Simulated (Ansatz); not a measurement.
Put Sc2GaP3 in P4/mmm (No. 123): Sc on 2h; Ga on 1a; P on 2e and 1b.

These are results of DFT PBE, scalar-relativistic, plane waves, PAW in Ansatz 0.2.0, not measurements. Cutoff 420 eV, Γ-centred mesh, Gaussian smearing, no spin polarisation.

Energies over the elements count from the elements' standard structures at the same level, with no fitted energy shifts. The references include black phosphorus.

Task: Which cell and coordinates does it relax to?

Result:

Space group P4/mmm (No. 123). a = 4.543 Å, b = 4.543 Å, c = 6.156 Å, α = 90.00°, β = 90.00°, γ = 90.00°
```json
{"atom": "Sc", "site": "2h", "symmetry": "4mm", "x": "0.5000", "y": "0.5000", "z": "0.2602"}
{"atom": "Ga", "site": "1a", "symmetry": "4/mmm", "x": "0.0000", "y": "0.0000", "z": "0.0000"}
{"atom": "P", "site": "2e", "symmetry": "mmm.", "x": "0.5000", "y": "0.0000", "z": "0.5000"}
{"atom": "P", "site": "1b", "symmetry": "4/mmm", "x": "0.0000", "y": "0.0000", "z": "0.5000"}
```

Sc is surrounded by 4 P at 2.71 Å, 1 Sc at 2.95 Å and 1 Sc at 3.20 Å; Ga is surrounded by 2 P at 3.08 Å, 8 Sc at 3.59 Å and 8 P at 3.83 Å; P on a site of symmetry mmm is surrounded by 2 P at 2.27 Å and 4 Sc at 2.71 Å; P on a site of symmetry 4/mmm has 4 P at 2.27 Å and 2 Ga at 3.08 Å. Another local minimum with the same sites may exist.

Task: And its energy and gap?

Result: The energy over the elements is −0.19 eV/atom and the gap on the 8×8×6 mesh of the 6-atom cell is 0 eV (a metal).

The last run used Gaussian smearing of 0.10 eV. The reference form of P is held partly by dispersion forces, which this level lacks. A structure relaxed within its symmetry needn't be a true minimum. Another cell of Sc2GaP3 relaxed alike, in P-4m2, lies 0.61 eV/atom lower, so this cell isn't the stable form at this level.
